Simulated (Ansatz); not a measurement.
Li$_{2}$WS$_{4}$:
```cif
data_Li4S8W2
_chemical_formula_sum 'Li4 W2 S8'
_space_group_name_H-M_alt 'I-42m'
_space_group_IT_number 121
_space_group_name_Hall 'I -4 2'
_cell_length_a 5.91713
_cell_length_b 5.91713
_cell_length_c 8.87531
_cell_angle_alpha 90.000
_cell_angle_beta 90.000
_cell_angle_gamma 90.000
loop_
_atom_site_label
_atom_site_type_symbol
_atom_site_symmetry_multiplicity
_atom_site_Wyckoff_symbol
_atom_site_fract_x
_atom_site_fract_y
_atom_site_fract_z
_atom_site_occupancy
Li1 Li 4 c 0.00000 0.50000 0.00000 1
W1 W 2 a 0.00000 0.00000 0.00000 1
S1 S 8 i 0.21608 0.21608 0.13849 1
```
(The calculation used a cell of 7 atoms; values per cell refer to that cell.)

Relaxed with LDA.

Question: Which orbitals make up the states near the band edges in DFT-LDA in the program Ansatz with PAW potentials?

Answer: Top 1 eV of the valence band: S 3p 96 %. Bottom 1 eV of the conduction band: W 5d 52 %, S 3p 38 %, outside the projected shells 5 %. Projections are on Löwdin-orthogonalised atomic valence shells; empty p or d shells of many metals are not among them.

Question: Tabulate the density of states.

Answer: States/eV per cell of 7 atoms, in 0.25 eV bins, energy from the valence-band maximum.

| E (eV) | total | S 3p | W 5d | Li 2s |
|---|---|---|---|---|
| -7.85 | 0.00 | 0.00 | 0.00 | 0.00 |
| -7.60 | 0.00 | 0.00 | 0.00 | 0.00 |
| -7.35 | 0.00 | 0.00 | 0.00 | 0.00 |
| -7.10 | 0.00 | 0.00 | 0.00 | 0.00 |
| -6.85 | 0.00 | 0.00 | 0.00 | 0.00 |
| -6.60 | 0.00 | 0.00 | 0.00 | 0.00 |
| -6.35 | 0.00 | 0.00 | 0.00 | 0.00 |
| -6.10 | 0.00 | 0.00 | 0.00 | 0.00 |
| -5.85 | 0.00 | 0.00 | 0.00 | 0.00 |
| -5.60 | 0.00 | 0.00 | 0.00 | 0.00 |
| -5.35 | 0.00 | 0.00 | 0.00 | 0.00 |
| -5.10 | 0.00 | 0.00 | 0.00 | 0.00 |
| -4.85 | 0.00 | 0.00 | 0.00 | 0.00 |
| -4.60 | 0.00 | 0.00 | 0.00 | 0.00 |
| -4.35 | 0.00 | 0.00 | 0.00 | 0.00 |
| -4.10 | 0.00 | 0.00 | 0.00 | 0.00 |
| -3.85 | 0.29 | 0.17 | 0.10 | 0.02 |
| -3.60 | 9.73 | 6.29 | 2.32 | 0.37 |
| -3.35 | 9.78 | 5.88 | 3.12 | 0.36 |
| -3.10 | 8.80 | 5.23 | 2.94 | 0.11 |
| -2.85 | 7.31 | 4.73 | 2.10 | 0.08 |
| -2.60 | 3.89 | 2.51 | 1.05 | 0.04 |
| -2.35 | 8.32 | 4.67 | 2.85 | 0.11 |
| -2.10 | 4.75 | 3.48 | 0.91 | 0.05 |
| -1.85 | 4.34 | 3.51 | 0.50 | 0.04 |
| -1.60 | 4.79 | 4.04 | 0.39 | 0.05 |
| -1.35 | 6.95 | 6.22 | 0.26 | 0.07 |
| -1.10 | 4.75 | 4.35 | 0.15 | 0.03 |
| -0.85 | 6.13 | 5.76 | 0.13 | 0.02 |
| -0.60 | 5.54 | 5.32 | 0.08 | 0.01 |
| -0.35 | 7.60 | 7.37 | 0.06 | 0.01 |
| -0.10 | 3.04 | 2.96 | 0.02 | 0.01 |
| 0.15 | 0.00 | 0.00 | 0.00 | 0.00 |
| 0.40 | 0.00 | 0.00 | 0.00 | 0.00 |
| 0.65 | 0.00 | 0.00 | 0.00 | 0.00 |
| 0.90 | 0.00 | 0.00 | 0.00 | 0.00 |
| 1.15 | 0.00 | 0.00 | 0.00 | 0.00 |
| 1.40 | 0.00 | 0.00 | 0.00 | 0.00 |
| 1.65 | 0.19 | 0.06 | 0.11 | 0.01 |
| 1.90 | 1.01 | 0.33 | 0.55 | 0.07 |
| 2.15 | 3.17 | 1.15 | 1.64 | 0.17 |
| 2.40 | 4.55 | 1.83 | 2.29 | 0.16 |
| 2.65 | 7.01 | 3.13 | 3.45 | 0.11 |
| 2.90 | 0.49 | 0.21 | 0.19 | 0.00 |
| 3.15 | 3.94 | 1.65 | 1.50 | 0.01 |
| 3.40 | 6.33 | 2.68 | 2.52 | 0.04 |
| 3.65 | 8.51 | 3.61 | 3.52 | 0.08 |
| 3.90 | 4.00 | 1.67 | 1.69 | 0.03 |
| 4.15 | 0.73 | 0.30 | 0.33 | 0.00 |
| 4.40 | 0.08 | 0.03 | 0.04 | 0.00 |
| 4.65 | 0.00 | 0.00 | 0.00 | 0.00 |
| 4.90 | 0.00 | 0.00 | 0.00 | 0.00 |
| 5.15 | 0.10 | 0.01 | 0.00 | 0.05 |
| 5.40 | 0.22 | 0.02 | 0.00 | 0.11 |
| 5.65 | 0.36 | 0.04 | 0.00 | 0.17 |
| 5.90 | 0.61 | 0.06 | 0.01 | 0.28 |
| 6.15 | 1.45 | 0.11 | 0.02 | 0.54 |
| 6.40 | 4.73 | 0.24 | 0.10 | 1.22 |

The workflow started from a Materials Project entry (that database holds measured and hypothetical structures alike); the Crystallography Open Database copy checked does not list it. Its standing as an ambient phase is unchecked. The cell was relaxed with LDA under the symmetry of its start; its stability against distortions is not shown here. No spin polarisation was allowed. A crystal of weakly bound layers computed without a dispersion correction: the cell and the soft elastic constants depend strongly on that. Scalar-relativistic: spin–orbit coupling is off unless named, which matters more the heavier the elements.

Potentials: the later of the program's two PAW sets.
